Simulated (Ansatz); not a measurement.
LaSb (Fm-3m), elastic constants by finite strains: input and output

Computed with r²SCAN, PAW on Ansatz 0.2.0's default frozen-core files (fitted under PBE), scalar-relativistic; not a measurement.

Cell and atoms were relaxed beforehand by PAW with this functional.

Command line:

```sh
ansatz run input.yaml --threads 1 --pin off --max-ram 2560MiB --backend cpu --events-out ev --progress --plain --runs-dir out
```

input.yaml:

```yaml
crystal:
  lattice:
    - [0.0, 3.28125509547, 3.28125509547]
    - [3.28125509547, 0.0, 3.28125509547]
    - [3.28125509547, 3.28125509547, 0.0]
  atoms:
    - { symbol: La, position: [0.0, 0.0, 0.0] }
    - { symbol: Sb, position: [0.5, 0.5, 0.5] }
kpoints:
  mp_grid: { grid: [12, 12, 12] }
scf:
  occupations: { method: fermi_dirac, width: 0.1 }
hamiltonian:
  xc: r2scan
  pseudopotentials: { kind: paw }
elastic:
  mode: relaxed_ion
  stencil: two_point
  amplitude: 0.005
```

The program printed:

```
Warning: RAYON_NUM_THREADS=1 ignored (pool sized by the plan → 1); use --threads N
Engine: ansatz 0.2.0, x86_64-unknown-linux-gnu
Pseudopotentials: kind: paw
Pseudopotential: La, paw, valence charge 11, recommended cutoff 500 eV (meta_gga), La.paw.azcp
Pseudopotential: Sb, paw, valence charge 15, recommended cutoff 500 eV (meta_gga), Sb.paw.azcp
Functional definition: r2SCAN
  parameter k0 = 0.174
  parameter k1 = 0.065
  parameter a1 = 4.9479
  exchange = r2scan_x(k0 = k0, k1 = k1, a1 = a1)
  correlation = r2scan_c
Crystal: 2 atoms, lattice volume = 70.656 Å³
Basis set: ecut = 500 eV, 1807 PW (Γ), exchange–correlation on 144×144×144 points (64 copies of the dense FFT grid, shifted against one another)
Bands: 17, of which v1, the nominal top of the filled ones, is band 13 counted from 1 (12 counted from 0)
Symmetry: 48 space group operations
Space group: Fm-3m (ITA 225), of the structure as read, at distance tolerance 4.1e-5 Å
k-points: 72 of 1728
Non-local potential: La, projectors of the file, l = 0: 3, l = 1: 2, l = 2: 2, l = 3: 3
Non-local potential: Sb, projectors of the file, l = 0: 2, l = 1: 2, l = 2: 2, l = 3: 2
PAW form: soft (Blöchl's): semilocal exchange-correlation on the pseudo side does not see the compensation charge
PAW frozen core: La, regenerated for the run's functional (the file was generated under x = pbe(κ = 0.804, μ = 0.2195149727645171), c = pbe(β = 0.06672455060314922))
PAW frozen core: Sb, regenerated for the run's functional (the file was generated under x = pbe(κ = 0.804, μ = 0.2195149727645171), c = pbe(β = 0.06672455060314922))
PAW one-centre angular grid: La, 974 points (default); XC on 160 Gauss nodes
PAW one-centre angular grid: Sb, 590 points (default); XC on 160 Gauss nodes
Initial density: superposition of atomic densities (neutral atoms: chi_scale 0, normalization atom), corrected by the library's trained network
Initial wavefunctions: pseudopotential atomic-orbital guess
[... 94 lines left out ...]
  E_aug_tail   = -0.000001  (compensation charges beyond the density's cutoff)
  E_vtau       = 14.831341  (kinetic-family band-sum trace: ∫τ·v_τ [+ j·A + Jᵃ·Aᵃ] dr)
  E_ewald      = -2134.955738
  E_core_change = 0.574549  (= ΣΔE_core)
  E_smearing   = -0.006047  (= −TS)
  E_closure    = -0.000000  (closes the sum)
  Σ components = -12766.872351   (vs F -12766.872351, Δ=0.00e0)
--- Forces (eV/Å), atoms counted from 1 ---
  atom   1  La    -0.00000000    -0.00000000     0.00000000
  atom   2  Sb     0.00000000     0.00000000    -0.00000000
  max |Σ_I F_I| component: 1.26e-28 eV/Å
--- Stress (GPa, compression-positive) ---
        0.003824       0.000000      -0.000000
        0.000000       0.003824       0.000000
        0.000000      -0.000000       0.003824
  P = ⅓ Tr σ = 0.0038 GPa (0.038 kbar)
--- Elastic constants: 2 strain directions × 2 members + reference (group order 48) ---
  dense FFT box of the reference and of every strained cell: 36×36×36
  strains applied: 11, 23; error gains: componentwise 1.00 (the most a stress slope's error grows in a printed constant), spectral 1.73 (1 for all six strains in a standard setting)
  C = ∂σ_k/∂η_j (tension-positive GPa; Voigt order 11 22 33 23 13 12):
       131.393     17.038     17.038     -0.000     -0.000      0.000
        17.038    131.393     17.038      0.000     -0.000     -0.000
        17.038     17.038    131.393      0.000      0.000     -0.000
        -0.000      0.000      0.000     21.764      0.000     -0.000
        -0.000      0.000      0.000     -0.000     21.764      0.000
         0.000     -0.000     -0.000     -0.000      0.000     21.764
  reference stress σ⁰ (GPa):     -0.004     -0.004     -0.004      0.000     -0.000     -0.000
  C* (energy form; C + prestress term) asymmetry max|C*_kj − C*_jk| = 1.421e-14 GPa — a small one proves nothing (zero by symmetry where the batch's group is 432, −43m or m−3m); a large one is finite-difference/SCF noise where ...
  moduli (Voigt/Reuss/Hill, GPa): K = 55.16/55.16/55.16   G = 35.93/28.93/32.43   E = 81.35   ν = 0.254
  mechanically stable: yes (min eigenvalue of sym C = 21.76 GPa)
  strain η (Voigt 11):  stress-route row diagonal C_11 = 131.39 GPa, energy-path curvature d²(F+E_count+ΔE)/dδ²/Ω₀ = 131.36 GPa
         δ    σ_11 (GPa)             F (eV)   n_scf  n_hpsi   n_pw
    -5.000e-3      -0.6811      -12766.8716048      11   78565   1809   relax 0 steps, max|allowed force component| 2.56e-29 eV/Å
     5.000e-3       0.6328      -12766.8716511       8   65469   1832   relax 0 steps, max|allowed force component| 6.41e-30 eV/Å
  strain η (Voigt 23):  stress-route row diagonal C_44 = 21.76 GPa, energy-path curvature d²(F+E_count+ΔE)/dδ²/Ω₀ = 21.77 GPa
         δ    σ_23 (GPa)             F (eV)   n_scf  n_hpsi   n_pw
    -5.000e-3      -0.1088      -12766.8722328      10  133696   1819   relax 0 steps, max|allowed force component| 5.36e-29 eV/Å
     5.000e-3       0.1088      -12766.8722328       6   94647   1819   relax 0 steps, max|allowed force component| 1.68e-28 eV/Å
```

Self-consistency was reached.

**Strained cells**

Elastic constants of a crystal by Kohn-Sham DFT: slopes of the stress over finite engineering strains of the given cell, Voigt indices, Cartesian axes as in the input; stress of each strained cell less that at rest, tension positive.

| strain component | strain | stress xx (GPa) | stress yy (GPa) | stress zz (GPa) | stress yz (GPa) | stress xz (GPa) | stress xy (GPa) | relaxation steps |
| --- | --- | --- | --- | --- | --- | --- | --- | --- |
| xx | -0.005 | -0.6773 | -0.0856 | -0.0856 | 0 | 0 | 0 | 0 |
| xx | 0.005 | 0.6366 | 0.0848 | 0.0848 | 0 | 0 | 0 | 0 |
| yz | -0.005 | 0.0004 | 0 | 0 | -0.1088 | 0 | 0 | 0 |
| yz | 0.005 | 0.0004 | 0 | 0 | 0.1088 | 0 | 0 | 0 |

### Elastic moduli

Hill averages of a grain aggregate, Debye temperature from the mean sound speed over directions.

| Property | Result |
| --- | --- |
| Bulk modulus | 55.16 GPa |
| Shear modulus | 32.43 GPa |
| Young modulus | 81.35 GPa |
| Poisson ratio | 0.2542 |
| Bulk over shear modulus | 1.701 |
| Elastic anisotropy index | 1.209 |
| Least young modulus | 57.7 GPa |
| Largest young modulus | 127.5 GPa |
| Longitudinal sound speed | 4008 m/s |
| Transverse sound speed | 2301 m/s |
| Elastic debye temperature | 226.4 K |
| Linear compressibility (x, y, z) | 6.043, 6.043, 6.043 1/TPa |
| Zener ratio | 0.3806 |
| Cauchy pressure | -4.73 GPa |

### Elastic constants

| Quantity | Value |
| --- | --- |
| Pressure at rest | 0.004 GPa |
| Least elastic eigenvalue | 21.76 GPa |
| Elastically stable | yes |

```
index  elastic (GPa)
   11          131.4
   12          17.04
   44          21.76
```

Limits of these numbers: frozen-core PAW files fitted under PBE, their cores solved anew for the functional of the run; responses of metals move with mesh and smearing.

It took 2.4 min on 1 thread of AMD EPYC 7R43 64-Core Processor (Zen 3) (shared host), peak memory 0.93 GiB.
